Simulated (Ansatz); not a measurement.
AgI:
```
AgI
1.0
    4.56021     0.00000     0.00000
   -2.28011     3.94926     0.00000
    0.00000     0.00000     7.45216
I Ag
2 2
Direct
  0.33333   0.66667   0.00253
  0.66667   0.33333   0.50253
  0.33333   0.66667   0.62747
  0.66667   0.33333   0.12747
```

Tensor components refer to the Cartesian frame of this cell.

Give the high-frequency dielectric tensor and the Born effective charge tensors of the independent atoms from DFPT, the program Ansatz at the PBEsol level (PAW).


ε∞:
```
5.46  0.00  0.00
0.00  5.46  0.00
0.00  0.00  5.53
```
Z* of atom 1 (I), rows: field, columns: displacement, in e:
```
-1.16   0.00   0.00
 0.00  -1.16   0.00
 0.00   0.00  -1.21
```
Z* of atom 3 (Ag), rows: field, columns: displacement, in e:
```
1.16  0.00  0.00
0.00  1.16  0.00
0.00  0.00  1.21
```

Space group P6_3mc (wurtzite). The PBEsol relaxation kept the symmetry of its start. No spin polarisation was allowed. Scalar-relativistic: spin–orbit coupling is off unless named, which matters more the heavier the elements.

Potentials: the later of the program's two PAW sets.
